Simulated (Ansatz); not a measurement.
NbCuN$_{2}$ in space group R-3m (No. 166; Nb on 3b, Cu on 3a, N on 6c), PBE in the plane-wave PAW code Ansatz. The conduction-band minimum lies at L, with 3 equivalent valleys. Second derivatives d²E/dk² of the lowest band at one valley (eV·Å²), along Cartesian directions:

```csv
direction,d²E/dk²
[100],22.58
[010],34.40
[001],24.87
[110],28.51
[101],23.73
[011],7.315
```

Problem. Find the principal effective masses, the density-of-states mass and the conductivity mass.

Solution. Off-diagonal terms follow from H_xy = H[110] − (H_xx + H_yy)/2, and m*/mₑ = 7.620 eV·Å² over each eigenvalue: 0.15, 0.34, 1.1. One valley's DOS mass (m₁m₂m₃)^(1/3) = 0.38, conductivity mass 3/(Σ 1/mᵢ) = 0.28 mₑ.

Problem. What effective density of states Nc follows at 300 K for parabolic valleys?

Solution. Nc = 2.509e19 × 3 × (0.38)^(3/2) ≈ 1.8e19 cm⁻³.

The start of the workflow was typed in or built on a structure type; neither database checked (COD, Materials Project) lists it. Its standing as an ambient phase is unchecked. The cell was relaxed with PBE under the symmetry of its start; whether a distortion lowers the energy is not shown. The workflow began spin-polarised and lost its moments. Scalar-relativistic: spin–orbit coupling is off unless named, which matters more the heavier the elements.

Potentials: the later of the program's two PAW sets.

Edges and masses are those of Kohn–Sham bands, whose gap is no quasiparticle gap.
